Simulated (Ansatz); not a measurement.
## Quadrupolar parameters in Bi2Te3 under strain

The cell is a structure deposited in the COD, relaxed with PBE at fixed cell and then changed (z stretched by 1 %, ions relaxed).

```xyz
5
Lattice="2.1930 1.2661 10.2673 -2.1930 1.2661 10.2673 0.0000 -2.5323 10.2673" Properties=species:S:1:pos:R:3 pbc="T T T"
Bi    0.0000    0.0000   12.3092
Bi    0.0000    0.0000   18.4927
Te    0.0000    0.0000    0.0000
Te    0.0000    0.0000    6.4862
Te    0.0000    0.0000   24.3158
```

Atoms are numbered from 1 in the order listed; like atoms form one site, named after its first atom.

The numbers come from a DFT calculation in Ansatz (PBE, plane waves and PAW, scalar-relativistic, 420 eV cutoff, Γ-centred 12×12×12 k-points, Fermi–Dirac smearing 0.02 eV).

Conventions: |V_zz| ≥ |V_yy| ≥ |V_xx|, η = (V_xx − V_yy)/V_zz, C_Q = eQV_zz/h. Directions are in the Cartesian axes of the cell vectors above, for the atom listed; none is given where the gradient is under 0.02 or η is above 0.95.

**Question.** What field gradients does the calculation give at each kind of site?

**Answer.** 

```tsv
site	first atom	first shell	V_zz (10²¹ V/m²)	η	direction of V_zz (x, y, z)
Bi	1	6 Te at 3.07–3.25 Å	2.94	0.00	0.00 0.00 1.00
Te3	3	6 Bi at 3.25 Å	10.35	0.00	0.00 0.00 1.00
Te4	4	3 Bi at 3.07 Å	-0.39	0.00	0.00 0.00 1.00
```

An axis of threefold or higher order runs through Bi, Te3 and Te4, so V_zz lies along it and η is zero.

Spin–orbit coupling is left out, which shifts gradients on Bi by a few per cent in wide-gap crystals, and can shift them far more where the calculated gap is small or absent, as here. With a gap of 0.3 eV on this mesh, the gradients can still move by some per cent as the k-mesh gets denser.

The relaxation (3 steps) took 3.4 min of wall time (3.4 min of CPU time) and 1.5 GiB at its peak, on 1 thread of Intel Xeon Platinum 8259CL CPU @ 2.50GHz (Skylake/Cascade Lake) (x86_64; 16 cores open to the job, memory cap 3.0 GiB, no GPU), a shared host with a load of 0.5 a core.
